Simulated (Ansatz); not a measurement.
# Structures of BaW₂: which is lowest?

Plane-wave DFT in Ansatz with scalar-relativistic PAW potentials, cutoff 420 eV, Γ-centred meshes chosen by cell and gap, Gaussian smearing with energies taken to zero width. Every cell was relaxed (cell and atoms) in a run of its own, within the symmetry of its start. Functional: PBE.

Relaxed structures (starts from databases or built by putting these elements on another compound's sites):
A. Fd-3m, 6 atoms in the computed cell, a = 8.124 Å; sites (symmetry × multiplicity) Ba -43m × 8, W .-3m × 16; start: built
B. I4_1/amd, 6 atoms in the computed cell, a = 4.852 Å, c = 14.120 Å; sites (symmetry × multiplicity) Ba -4m2 × 4, W 2mm. × 8; start: built

Problem. Rank them by energy. Could pressure change the order?

Solution.
| structure | group | E − E(lowest) (meV/atom) | V (Å³/atom) | gap on mesh (eV) |
| --- | --- | --- | --- | --- |
| A | Fd-3m | 0.0 | 22.34 | 0.00 |
| B | I4_1/amd | 387 | 27.70 | 0.00 |

A is lowest, 387 meV/atom under B. The lowest is also the densest of these, so pressure wouldn't bring one of the others in at first order. Other structures may lie lower than all of these, and vibrations aren't counted.

Spin-orbit coupling is left out, which matters for the bands of heavy elements.